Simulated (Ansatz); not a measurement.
# Ti2AlC: from a starting cell to a relaxed one

The start is a relaxed Ti2AlC cell displaced along its unstable phonon at q = (0, 0, ½) of its primitive reciprocal cell (150i cm⁻¹), largest move 0.15 Å. Cell shape, volume and atoms are optimised at zero target pressure with PBE (plane waves to 420 eV, PAW, scalar-relativistic; Ansatz, a first-principles code). The first steps use a coarse 8×8×5 k-mesh.

Initial structure:
```
CELL_PARAMETERS angstrom
      4.18493     0.00000     0.00000
      0.00000     4.18493     0.00000
      0.00000     0.00000     7.33131
ATOMIC_POSITIONS crystal
  Ti 0.00000 0.50000 0.24285
  Ti 0.00000 0.50000 0.75715
  Ti 0.50000 0.00000 0.24285
  Ti 0.50000 0.00000 0.75715
  Al 0.50000 0.50000 0.00000
  Al 0.50000 0.50000 0.50000
  C  0.00000 0.00000 0.27046
  C  0.00000 0.00000 0.72954
```

### Question
Which atoms feel the largest initial force, and how large is it?

### Answer
0.16 eV/Å, on C7, C8 (atoms numbered as listed).

### Question
How much energy is released per atom?

### Answer
Under 0.01 eV/atom.

### Question
Does it find its way back to the structure it was made from?

### Answer
It relaxes back to the parent, P4/mmm (No. 123).

### Question
How do the shortest distances between atoms change?

### Answer
The closest pairs of elements (up to four, under 3.6 Å), start → end: C–Ti 2.10 → 2.09 Å; Al–Ti 2.75 → 2.75 Å; Ti–Ti 2.96 → 2.95 Å; C–C 3.37 → 3.49 Å.

It ends as:

Space group P4/mmm (No. 123); a = b = 4.169 Å, c = 7.399 Å, α = β = γ = 90.00°

| atom | site | symmetry | x | y | z |
|---|---|---|---|---|---|
| Ti | 4i | 2mm. | 0.0000 | 0.5000 | 0.2427 |
| Al | 1c | 4/mmm | 0.5000 | 0.5000 | 0.0000 |
| Al | 1d | 4/mmm | 0.5000 | 0.5000 | 0.5000 |
| C | 2g | 4mm | 0.0000 | 0.0000 | 0.2638 |

Final values are on a 11×11×7 k-mesh of the relaxed cell. No spin polarisation in the result.

The run could not lose the symmetry of its start: the end is stationary, and may be a saddle point rather than a minimum.

The relaxed structure here is a generated cell of Ti2AlC: the first start was made by placing the elements on the sites of a structure type, and the end was not matched to a known phase here, so it may be hypothetical.
